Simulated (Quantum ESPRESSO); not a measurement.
**Kohn-Sham bands of CsCdCl₃ (cubic perovskite)**

```
CELL_PARAMETERS angstrom
      5.26440     0.00000     0.00000
      0.00000     5.26440     0.00000
      0.00000     0.00000     5.26440
ATOMIC_POSITIONS crystal
  Cs 0.00000 0.00000 0.00000
  Cd 0.50000 0.50000 0.50000
  Cl 0.00000 0.50000 0.50000
  Cl 0.50000 0.00000 0.50000
  Cl 0.50000 0.50000 0.00000
```

Materials Project entry mp-568544; symmetrised, unrelaxed at this level. COD (Crystallography Open Database) records the formula in this space group. Ideal cubic forms of this type are often high-temperature phases that distort on cooling; symmetry holds the cell here, and its stability was not tested. Method: PBEsol plane waves in Quantum ESPRESSO 7.5 (PseudoDojo norm-conserving files, 82 Ry, spinors with spin-orbit coupling), Bloch states on a 4×4×4 mesh through Γ, Wannier90 4.0.1. Density: 6×6×6 mesh, cold smearing 0.01 Ry.

Q: List the Kohn-Sham levels between −8 and 4.6 eV relative to the valence-band maximum at the high-symmetry points, as a band run of pw.x on that density gives them (levels within 2 meV counted together).

A: 
| point | k (reciprocal lattice) | levels (eV) |
|---|---|---|
| Γ | 0.000 0.000 0.000 | -6.89 (×2), -6.78 (×4), -6.17 (×2), -6.01 (×4), -5.32 (×4), -2.73 (×2), -2.62 (×4), -0.80 (×4), -0.75 (×2), -0.62 (×2), -0.44 (×4), 1.62 (×2) |
| X | 0.000 0.500 0.000 | -7.10 (×2), -6.82 (×2), -6.79 (×2), -6.42 (×2), -6.21 (×2), -6.01 (×2), -5.22 (×2), -5.21 (×2), -2.61 (×2), -2.60 (×2), -2.25 (×2), -1.44 (×2), -0.98 (×2), -0.85 (×2), -0.76 (×2), -0.74 (×2), -0.70 (×2), 4.22 (×2) |
| M | 0.500 0.500 0.000 | -7.17 (×2), -6.95 (×2), -6.88 (×2), -6.47 (×2), -6.33 (×2), -6.23 (×2), -5.34 (×2), -5.23 (×2), -3.55 (×2), -2.36 (×2), -1.71 (×2), -0.98 (×2), -0.97 (×2), -0.95 (×2), -0.94 (×2), -0.21 (×2), -0.01 (×2) |
| R | 0.500 0.500 0.500 | -7.18 (×4), -7.02 (×2), -6.51 (×4), -6.21 (×2), -5.41 (×4), -4.84 (×2), -1.32 (×2), -1.22 (×4), -0.24 (×2), -0.17 (×4), 0.00 (×4) |
